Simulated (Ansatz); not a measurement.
# Ag (Fm-3m) under several functionals

**The experiment to reproduce.**

“Chemical Reactivity of Supported ZnO Clusters: Undercoordinated Zinc and Oxygen Atoms as Active Sites”, 2020, pmc:7756222 quotes, for a bulk crystal of Ag: lattice constant a 4.0857 Å.

Plane-wave DFT in Ansatz with scalar-relativistic PAW potentials. The same structure was relaxed (cell and atoms, symmetry kept) in separate runs at each level. No spin polarisation.

| level | cutoff (eV) | k mesh | V (Å³/atom) | a (Å) |
| --- | --- | --- | --- | --- |
| PBEsol | 420 | 18×18×18 | 16.662 | 4.054 |
| r2SCAN | 500 | 18×18×18 | 17.285 | 4.104 |
| PBE | 420 | 18×18×18 | 17.836 | 4.147 |

Q: Where does LDA (420 eV, k mesh 18×18×18) fall?

A: V (Å³/atom) 16.022, a (Å) 4.002. Its volume is the smallest of the set. The usual order of volumes, LDA < PBEsol < PBE, holds here (16.022, 16.662, 17.836 Å³/atom). As a rule LDA overbinds; PBEsol, built on the gradient expansion of slowly varying densities, lies between LDA and PBE; PBE's stronger gradient term for exchange weakens bonds. r2SCAN lies 3.1 % under PBE in volume.

For PBE: Measured lattice constant a of Ag: 4.0857 Å (quoted in “Chemical Reactivity of Supported ZnO Clusters: Undercoordinated Zinc and Oxygen Atoms as Active Sites”, 2020, pmc:7756222). This calculation gives 4.147 Å (+1.5 %). 3 values of this kind are on record in papers (4.085 to 4.086 Å); this one was drawn at random among those near their median. The calculations are for 0 K without zero-point motion.